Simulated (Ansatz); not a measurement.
BaS:
```
BaS
1.0
    0.00000     3.21440     3.21440
    3.21440     0.00000     3.21440
    3.21440     3.21440     0.00000
Ba S
1 1
Direct
  0.00000   0.00000   0.00000
  0.50000   0.50000   0.50000
```

Relaxed with PBE. The program Ansatz at the PBE level (PAW) gives a gap of 2.23 eV.

Problem. What gap does HSE06 give on the same cell (Ansatz, PAW)?

Solution. 3.14 eV, 0.91 eV more. The hybrid was solved on a coarser mesh and at special points; its gap is the smallest among all of these.

```json
[
 {"k": "Γ", "v1 PBE": "0.00", "c1 PBE": "3.59", "v1 HSE06": "(withheld)", "c1 HSE06": "(withheld)"},
 {"k": "X", "v1 PBE": "-0.12", "c1 PBE": "2.23", "v1 HSE06": "-0.14", "c1 HSE06": "3.14"},
 {"k": "L", "v1 PBE": "-0.98", "c1 PBE": "5.50", "v1 HSE06": "(withheld)", "c1 HSE06": "(withheld)"},
 {"k": "W", "v1 PBE": "-0.44", "c1 PBE": "4.28", "v1 HSE06": "(withheld)", "c1 HSE06": "(withheld)"},
 {"k": "K", "v1 PBE": "-0.48", "c1 PBE": "3.34", "v1 HSE06": "(withheld)", "c1 HSE06": "(withheld)"}
]
```

Problem. Top valence (v1) and lowest conduction level (c1) in eV from each method's valence maximum (which need not be a listed point): supply the withheld HSE06 values.

Solution. 
- K, v1 HSE06: -0.55
- K, c1 HSE06: 4.32
- L, v1 HSE06: -1.05
- L, c1 HSE06: 6.51
- Γ, v1 HSE06: 0.00
- Γ, c1 HSE06: 4.56
- W, v1 HSE06: -0.48
- W, c1 HSE06: 5.32

Cost on shared cores: the PBE run (SCF on a 8×8×8 mesh, then bands and DOS) around 12 core-seconds (rough), the HSE06 run (SCF on 6×6×6, then a few points) very roughly 2.3 core-minutes; the tasks are unlike.

Space group Fm-3m (rock salt). Symmetry was held in the PBE relaxation; phonons on a q-mesh show no instability. Spin–orbit coupling is left out wherever it is not named.

Potentials: the later of the program's two PAW sets.
